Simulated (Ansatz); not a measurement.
Input:

Sn₂Pt:
Space group Fd-3m, origin choice 1 (No. 227); a = b = c = 8.357 Å, α = β = γ = 90.00°

```json
[
 {"atom": "Sn", "site": "16c", "symmetry": ".-3m", "x": "0.1250", "y": "0.1250", "z": "0.1250"},
 {"atom": "Pt", "site": "8b", "symmetry": "-43m", "x": "0.5000", "y": "0.5000", "z": "0.5000"}
]
```
(The calculation used a cell of 6 atoms; values per cell refer to that cell.)

This is the PBE-relaxed structure.

Question: All from plane-wave PAW PBE (Ansatz code), unless another level is named. Give the density of states at the Fermi level.

Answer: 0.41 states/eV per atom (mean over ±0.08 eV).

Question: Next, the formation energy from the elements (no fitted shifts)?

Answer: 0.62 eV/atom.

The cell is a constructed one: a structure type filled with these elements; neither database checked (COD, Materials Project) lists it. COD files the formula under space group No. 225, so this cell is another polymorph or a model. Its standing as an ambient phase is unchecked. The cell was relaxed with PBE under the symmetry of its start; its stability against distortions is not shown here. The run is not spin-polarised. The references are the lowest solids computed at this level, not always the standard phases. Spin–orbit coupling is left out wherever it is not named.

Potentials: the earlier of the program's two PAW sets.
